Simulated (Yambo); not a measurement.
Yambo run on BeS (zinc blende, space group F-43m, No. 216). The wavefunctions are PBE (Quantum ESPRESSO, PseudoDojo norm-conserving, 88 Ry, no spin-orbit coupling) ones on a 6×6×6 mesh (5 occupied bands); a = b = c = 3.4438 Å, α = β = γ = 60.00°.

Yambo input:

```
rim_cut
gw0
dyson
el_el_corr
HF_and_locXC
ppa
em1d
RandQpts= 1000000
RandGvec= 1 Ry
EXXRLvcs= 88 Ry
VXCRLvcs= 352 Ry
Chimod= "HARTREE"
% BndsRnXp
 2 | 62 |
%
NGsBlkXp= 4 Ry
% LongDrXp
 1.0 | 1.0 | 1.0 |
%
PPAPntXp= 27.2114 eV
% GbndRnge
 1 | 62 |
%
GTermKind= "BG"
DysSolver= "n"
ExtendOut
% QPkrange
 1 | 1 | 5 | 6 |
 13 | 13 | 6 | 6 |
%
```

k points by index: 1 = Γ, 13 = X.

Resulting energies as the program prints them:

```
#    K-point    Band    Eo [eV]    E [eV]    E-Eo [eV]    Vxc [eV]    Vnlxc [eV]    Sc|Eo [eV]    Sc|E [eV]    dSc/dw|Eo [eV]    Re(Z)    Im(Z)
#
    1    5    0.000000    -0.901999    -0.901999    -13.69819    -16.54512    1.722024    1.944930    -6.723971    0.801858    -0.001221
    1    6    5.669154    6.495865    0.826711    -11.01831    -5.833498    -4.168144    -4.358102    -6.253632    0.813124    0.002113
    13    6    3.141328    3.509051    0.367723    -9.306821    -5.141944    -3.721103    -3.797154    -5.626315    0.828661    -0.001128
```
(The two width columns are left out.) Convergence of these settings isn't established.

Geometry of the Materials Project entry, not relaxed at this level.
